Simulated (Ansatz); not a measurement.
Theory: Ansatz 0.2.0, DFT PBE, scalar-relativistic, plane waves, PAW. Settings: cutoff 420 eV, Γ-centred meshes spaced at most about 0.3 Å⁻¹, and about 0.25 Å⁻¹ or finer for metals (2π included), Gaussian smearing. No spin polarisation in the final relaxations.

Temperature and zero-point effects are left out.

Compare these two cells of Sc2InAs3, each relaxed at this level.

A.

Space group P6_3/mcm (No. 193). a = 6.799 Å, b = 6.799 Å, c = 6.662 Å, α = 90.00°, β = 90.00°, γ = 120.00°
```csv
atom,site,symmetry,x,y,z
Sc,4d,3.2,0.3333,0.6667,0.0000
In,2b,-3.m,0.0000,0.0000,0.0000
As,6g,m2m,0.3530,0.0000,0.2500
```

B.

Space group Cmmm (No. 65). a = 7.969 Å, b = 8.832 Å, c = 3.890 Å, α = 90.00°, β = 90.00°, γ = 90.00°
```tsv
atom	site	symmetry	x	y	z
Sc	4e	..2/m	0.2500	0.2500	0.0000
In	2a	mmm	0.0000	0.0000	0.0000
As	4j	m2m	0.5000	0.2398	0.5000
As	2b	mmm	0.5000	0.0000	0.0000
```

Question: Which form is favoured at zero pressure, and by what margin per atom?

Answer: A is lower, by 255 meV/atom. A has space group P6_3/mcm (No. 193), 22.2 Å³/atom and no gap on its mesh; B has space group Cmmm (No. 65), 22.8 Å³/atom and no gap. Counting As atoms around In and Sc (those within 1.25 times the shortest such distance or 1.15 times the sum of covalent radii), A has Sc 6, In 6 and B has Sc 6, In 4. In A, around Sc lie 6 As at 2.76 Å; In has 6 As at 2.92 Å and 2 In at 3.33 Å; As has 4 Sc at 2.76 Å and 2 In at 2.92 Å. In B, Sc is surrounded by 4 As at 2.79 Å, 2 As at 2.97 Å and 2 In at 2.97 Å; around In lie 4 Sc at 2.97 Å and 4 As at 3.01 Å; As on a site of symmetry m2m is surrounded by 4 Sc at 2.79 Å, 2 As at 2.88 Å and 2 In at 3.01 Å; 1 more site not described. Both come from invented guesses.

Cells relaxed within their symmetry can be saddle points.
